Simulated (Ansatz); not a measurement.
# Hf: two-dimensional strain map

Theory: DFT PBEsol, scalar-relativistic, plane waves, PAW in Ansatz. The runs took a 420 eV cutoff, a Γ-centred 18×18×10 mesh and Gaussian smearing (0.15 eV). Spin–orbit coupling is left out, which can shift energies with elements as heavy as these. No spin polarisation. Energies are free energies at this smearing, counted from the undisturbed cell; pressure is positive in compression.

Zero of the scan (as given, not relaxed at this level; it stands at -3.8 GPa):

```xyz
2
Lattice="3.1967 0.0000 0.0000 -1.5983 2.7684 0.0000 0.0000 0.0000 5.0578" Properties=species:S:1:pos:R:3 pbc="T T T"
Hf    0.0000    1.8456    1.2645
Hf    1.5983    0.9228    3.7934
```

The cell is strained by p along both x and y and by q along z, fractional coordinates fixed. Points are written (p, q).

Energy above the undisturbed cell in meV/atom (a dash: not computed):

| p \ q | -0.030 | -0.015 | 0.000 | 0.015 | 0.030 |
| --- | --- | --- | --- | --- | --- |
| -0.030 | 15.6 | 4.7 | ? | 2.9 | 10.7 |
| -0.015 | -2.5 | – | ? | – | 11.1 |
| 0.000 | -3.6 | ? | 0.0 | 10.9 | 27.1 |
| 0.030 | 39.0 | – | 59.2 | – | ? |

(1) Fill in the withheld energies.

Answers

(1) (-0.030, 0.000): 0.7; (-0.015, 0.000): -7.8; (0.000, -0.015): -5.0; (0.030, 0.030): 101.3.